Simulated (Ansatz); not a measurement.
**Property card for NiGe**

NiGe:
```xyz
4
Lattice="-1.4902 1.4902 6.3742 1.4902 -1.4902 6.3742 1.4902 1.4902 -6.3742" Properties=species:S:1:pos:R:3 pbc="T T T"
Ni     0.0000     0.0000     0.0816
Ni     0.0000     1.4902     3.2687
Ge     0.0000     0.0000     5.2217
Ge     1.4902     0.0000     2.0346
```

Space group I4_1md (No. 109); conventional cell a = b = 2.9804 Å, c = 12.7483 Å, α = β = γ = 90.00°.

Method: DFT-PBE in the program Ansatz with PAW potentials. The cell and atoms are relaxed at this level. Other levels are named where they apply.

### Cell and energy

- Volume per atom: 14.15 Å³
- Density: 7.70 g/cm³
- Formation energy from the elements (no fitted shifts): -10 kJ/mol of atoms

### Electronic structure

- Electronic character: metallic (no gap)
- Density of states at the Fermi level: 0.50 states/eV per atom (mean over ±0.08 eV)

### Magnetism

- Magnetic order: non-magnetic (starting moments vanished)

### Mechanics

* **Bulk modulus (Birch–Murnaghan fit)**: 125 GPa
* **Pressure derivative B′**: 4.5

The cell is a constructed one: a structure type filled with these elements; neither database checked (COD, Materials Project) lists it. COD files the formula under space group No. 62, so this cell is another polymorph or a model. Its standing as an ambient phase is unchecked. The PBE relaxation kept the symmetry of its start; whether a distortion lowers the energy is not shown. The workflow began spin-polarised and lost its moments. The references are the lowest solids computed at this level, not always the standard phases. Spin–orbit coupling is left out wherever it is not named.

Potentials: the later of the program's two PAW sets.
